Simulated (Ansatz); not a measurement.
Input:

AlSiCN:
```yaml
crystal:
  lattice:
    - [3.09404, 0.00000, 0.00000]
    - [-1.54702, 2.67952, 0.00000]
    - [0.00000, 0.00000, 5.02682]
  atoms:
    - { symbol: Al, position: [0.33333, 0.66667, 0.50720] }
    - { symbol: Si, position: [0.66667, 0.33333, 0.99732] }
    - { symbol: C, position: [0.33333, 0.66667, 0.10845] }
    - { symbol: N, position: [0.66667, 0.33333, 0.63702] }
```

This is the PBEsol-relaxed structure. Cartesian axes are those of the cell as given.

Q: All from DFT-PBEsol in the program Ansatz with PAW potentials, unless another level is named. Estimate the hole effective mass, band 2 of 2 at the edge.

A: 0.26 along x, 4.3 along z (mₑ).

Q: What about the HSE06 gap on the PBEsol cell?

A: 4.43 eV.

Q: And the weight of the valence-edge state by species (Voronoi cells)?

A: C 70 %, Si 19 %, N 9 %, Al 2 %.

Space group P3m1. The first step of the workflow began from a Materials Project structure, measured or hypothetical; the Crystallography Open Database copy checked does not list it. Whether it is the stable phase at ambient conditions was not checked. The cell was relaxed with PBEsol under the symmetry of its start; phonons on a q-mesh show no instability.

Potentials: the later of the program's two PAW sets.
